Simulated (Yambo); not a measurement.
Yambo run on AlPO$_{4}$ (space group P6_3mc, No. 186). The wavefunctions are LDA (Quantum ESPRESSO, PseudoDojo norm-conserving, 84 Ry, no spin-orbit coupling) ones on a 3×3×1 mesh (32 occupied bands); a = b = 5.2860 Å, c = 8.6294 Å, α = β = 90.00°, γ = 120.00°.

Yambo input:

```
rim_cut
gw0
dyson
el_el_corr
HF_and_locXC
ppa
em1d
RandQpts= 1000000
RandGvec= 1 Ry
EXXRLvcs= 84 Ry
VXCRLvcs= 336 Ry
Chimod= "HARTREE"
% BndsRnXp
 1 | 110 |
%
NGsBlkXp= 3 Ry
% LongDrXp
 1.0 | 1.0 | 1.0 |
%
PPAPntXp= 27.2114 eV
% GbndRnge
 1 | 110 |
%
GTermKind= "none"
DysSolver= "n"
ExtendOut
% QPkrange
 1 | 1 | 32 | 33 |
%
```

k points by index: 1 = Γ.

Resulting energies as the program prints them:

```
#    K-point    Band    Eo [eV]    E [eV]    E-Eo [eV]    Vxc [eV]    Vnlxc [eV]    Sc|Eo [eV]    Sc|E [eV]    dSc/dw|Eo [eV]    Re(Z)    Im(Z)
#
    1    32    0.000000    -1.702650    -1.702650    -20.06410    -26.01505    3.913472    4.248296    -5.350698    0.835676    -0.001088
    1    33    5.343993    6.859750    1.515757    -8.013712    -4.060837    -2.267254    -2.437118    -3.049301    0.899232    -0.735424E-3
```
(The two width columns are left out.) Convergence of these settings isn't established.

Geometry of the Materials Project entry, not relaxed at this level.
